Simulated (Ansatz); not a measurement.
Cu Kα1 powder pattern (kinematic, no thermal factors).
2θ (°) (relative intensity): 18.14 (34), 25.77 (29), 31.69 (34), 36.76 (100), 41.28 (16), 45.43 (12), 52.96 (67), 56.45 (8), 59.81 (5), 63.05 (14), 66.20 (22), 69.28 (3), 72.30 (6), 78.19 (11), 81.08 (4), 83.96 (3), 86.82 (6), 89.67 (31)

The pattern is computed from a structure relaxed with Ansatz, DFT PBE, scalar-relativistic, plane waves, PAW. No spin polarisation. Its elements are Mo, P.

Task: Give the structure.

Result: Mo3P4.
Space group Pm-3m (No. 221). a = 4.886 Å, b = 4.886 Å, c = 4.886 Å, α = 90.00°, β = 90.00°, γ = 90.00°
```
atom  site  symmetry       x       y       z
  Mo    3d    4/mm.m  0.0000  0.5000  0.0000
   P    1a      m-3m  0.0000  0.0000  0.0000
   P    3c    4/mm.m  0.5000  0.0000  0.5000
```

A pattern alone doesn't exclude other cells with like lines; this is the one computed.

The structure comes from a generated guess; another structure or a mixture of phases may lie lower.
